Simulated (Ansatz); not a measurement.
WO$_{2}$:
```
CELL_PARAMETERS angstrom
      4.95337     0.00000     0.00000
      0.00000     4.95337     0.00000
      0.00000     0.00000     2.67246
ATOMIC_POSITIONS crystal
  W  0.50000 0.50000 0.00000
  W  0.00000 0.00000 0.50000
  O  0.71953 0.71953 0.50000
  O  0.28047 0.28047 0.50000
  O  0.21953 0.78047 0.00000
  O  0.78047 0.21953 0.00000
```

Relaxed with PBEsol. Special points in fractions of this cell's reciprocal vectors: Γ (0.000, 0.000, 0.000); X (0.000, 0.500, 0.000); M (0.500, 0.500, 0.000); Z (0.000, 0.000, 0.500); R (0.000, 0.500, 0.500); A (0.500, 0.500, 0.500).

Q: List the band energies nearest the Fermi level at these points for PBEsol with spin–orbit coupling in the plane-wave PAW code Ansatz.

A: In eV from the Fermi level; about four levels below and three above (degenerate sets whole), none deeper than 8.9 eV; points with the same levels are listed once.

```csv
k,below,above
Γ,-2.86 -2.86 -0.49 -0.49,1.30 1.30 1.55 1.55
X,-2.09 -2.09 -2.09 -2.09,1.65 1.65 1.65 1.65
M,-3.03 -3.03 -3.03 -3.03,1.44 1.44 1.44 1.44
Z,-4.39 -4.39 -4.39 -4.39,0.40 0.40 0.40 0.40
R,-1.54 -1.54 -1.38 -1.38,1.54 1.54 1.68 1.68
A,-0.22 -0.22 -0.22 -0.22,0.61 0.61 0.61 0.61
```

Space group P4_2/mnm. The workflow started from a Materials Project entry (that database holds measured and hypothetical structures alike); the Crystallography Open Database files this formula in space group No. 136, but the cells were not matched. Whether it is the stable phase at ambient conditions was not checked. The PBEsol relaxation kept the symmetry of its start; of distortions, only those at the zone centre were tested. The workflow began spin-polarised and lost its moments. No Hubbard U is applied.

Potentials: the later of the program's two PAW sets.
